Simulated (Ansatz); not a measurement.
# Si with Sc replacing Si: gradients before and after relaxing the atoms

Start: a supercell of Si (diamond type, Fd-3m) built from an entry of the Crystallography Open Database (COD) (the entry's cell lengths or inner coordinates differ somewhat from later room-temperature determinations), with all atoms left at the host's positions.

Space group F-43m (No. 216); a = 16.2814 Å.

| site | Wyckoff | site symmetry | x | y | z |
| --- | --- | --- | --- | --- | --- |
| Sc | 4d | -43m | 0.2500 | 0.7500 | 0.2500 |
| Si2 | 48h | ..m | 0.4167 | 0.7500 | 0.4167 |
| Si5 | 16e | .3m | 0.5833 | 0.5833 | 0.4167 |
| Si9 | 16e | .3m | 0.9167 | 0.4167 | 0.5833 |
| Si15 | 24g | 2.mm | 0.7500 | 0.4167 | 0.7500 |
| Si28 | 16e | .3m | 0.1667 | 0.8333 | 0.1667 |
| Si30 | 24f | 2.mm | 0.5000 | 0.8333 | 0.5000 |
| Si32 | 48h | ..m | 0.5000 | 0.6667 | 0.3333 |
| Si41 | 4b | -43m | 0.5000 | 0.5000 | 0.5000 |
| Si45 | 16e | .3m | 0.8333 | 0.3333 | 0.6667 |

One atom of each set is listed; the run and its k-mesh use a cell of 54 atoms with edges of 11.51, 11.51, 11.51 Å.

Level of theory: DFT, PBE, plane waves and PAW, scalar-relativistic, 420 eV cutoff, Γ-centred 2×2×2 k-points, Fermi–Dirac smearing 0.01 eV, cell charge -1 (Ansatz 0.2.0).

The largest force at the start is 3.0 eV/Å. Relaxing the ions at fixed cell moves them by 0.206 Å at most (atom 28, Si) and 0.058 Å rms.

```csv
site,moved (Å),first shell before,first shell after,V_zz before (10²¹ V/m²),η before
Sc,0.000,4 Si at 2.35 Å,4 Si at 2.56 Å,0.00,–
Si2,0.024,4 Si at 2.35 Å,4 Si at 2.31–2.35 Å,-0.25,0.67
Si5,0.008,4 Si at 2.35 Å,4 Si at 2.35–2.36 Å,0.13,0.00
Si9,0.003,4 Si at 2.35 Å,4 Si at 2.35–2.36 Å,0.15,0.00
Si15,0.004,4 Si at 2.35 Å,4 Si at 2.35 Å,0.076,0.98
Si28,0.206,"1 Sc at 2.35 Å, 3 Si at 2.35 Å","3 Si at 2.31 Å, 1 Sc at 2.56 Å",-5.72,0.00
Si30,0.014,4 Si at 2.35 Å,4 Si at 2.32–2.36 Å,-0.38,0.00
Si32,0.006,4 Si at 2.35 Å,4 Si at 2.35 Å,0.16,0.09
Si45,0.000,4 Si at 2.35 Å,4 Si at 2.35 Å,-0.066,0.00
```

**Question.** What are V_zz and η after the relaxation?

**Answer.** 

```
site  V_zz after  η after  change of V_zz
  Sc        0.00        –            0.00
 Si2        0.46     0.16               –
 Si5        0.17     0.00           +0.04
 Si9       0.078     0.00           -0.07
Si15      -0.089     0.90               –
Si28       -4.81     0.00           +0.91
Si30        0.64     0.19               –
Si32        0.13     0.47           -0.03
Si45       -0.11     0.00           -0.05
```

The largest change of V_zz along a kept axis is on Si28, from -5.72 to -4.81. In per cent, |V_zz| changes by -16 on Si (all sites that start above 0.5). Where |V_zz| stays above 0.1 and the axes keep their order, η moves most on Si32, from 0.09 to 0.47. On Si30, Si2, Si15 the largest principal value lies along another axis in the second run, so the two V_zz can't be compared directly. Other sites without a gradient aren't listed.

The defect repeats with the cell of 54 atoms, so it feels its images: sites between two images don't show the values beside a lone defect, and zeros or small values of η there can come from the images' arrangement. A uniform background compensates the cell's charge.
Before: With a gap of 0.6 eV on this mesh, small gradients can still move by 0.1 × 10²¹ V/m² or more as the k-mesh gets denser. The neighbours have not yet relaxed around the defect (largest force 3.0 eV/Å), so a real crystal will differ.
After: The relaxation keeps the site symmetry -43m of the start, so the impurity can't leave its site; a start off the site could end lower. With a gap of 0.5 eV on this mesh, small gradients can still move by 0.1 × 10²¹ V/m² or more as the k-mesh gets denser.
